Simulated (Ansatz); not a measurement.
Total density of states per atom from r²SCAN (plane waves, PAW; program Ansatz), in 0.25 eV bins, energy from the Fermi level:

```tsv
E (eV)	states/eV/atom
-7.85	0.04
-7.60	0.12
-7.35	0.07
-7.10	0.07
-6.85	0.31
-6.60	0.59
-6.35	0.36
-6.10	0.40
-5.85	0.40
-5.60	0.27
-5.35	0.32
-5.10	0.54
-4.85	0.67
-4.60	0.58
-4.35	0.48
-4.10	0.48
-3.85	1.24
-3.60	0.81
-3.35	0.41
-3.10	0.70
-2.85	0.48
-2.60	0.81
-2.35	0.37
-2.10	0.14
-1.85	0.17
-1.60	0.40
-1.35	0.75
-1.10	0.74
-0.85	0.38
-0.60	0.44
-0.35	0.55
-0.10	0.67
0.15	0.39
0.40	0.47
0.65	0.56
0.90	0.79
1.15	1.06
1.40	1.09
1.65	0.94
1.90	0.98
2.15	1.17
2.40	1.18
2.65	1.25
2.90	1.46
3.15	1.16
3.40	1.04
3.65	0.70
```

Problem. Pick the material that matches.
A) Zr5Sb3S, P6_3/mcm (Zr on 4d, Zr on 6g, Sb on 6g, S on 2b)
B) TbS, rock salt
C) RbTbS2, R-3m (Tb on 3b, S on 6c, Rb on 3a)
D) EuSbAu, P6_3/mmc (Sb on 2c, Au on 2d, Eu on 2a)

Solution. A, Zr5Sb3S, P6_3/mcm (Zr on 4d, Zr on 6g, Sb on 6g, S on 2b). Within 0.5 eV of the Fermi level: Zr 4d 82 %, Sb 5p 7 %. Projections are on Löwdin-orthogonalised atomic valence shells; empty p or d shells of many metals are not among them.

The first step of the workflow began from a Materials Project structure, measured or hypothetical; the Crystallography Open Database copy checked does not list it. Its standing as an ambient phase is unchecked. Symmetry was held in the r²SCAN relaxation; whether a distortion lowers the energy is not shown. No spin polarisation was allowed. Scalar-relativistic: spin–orbit coupling is off unless named, which matters more the heavier the elements.

Potentials: the later of the program's two PAW sets.
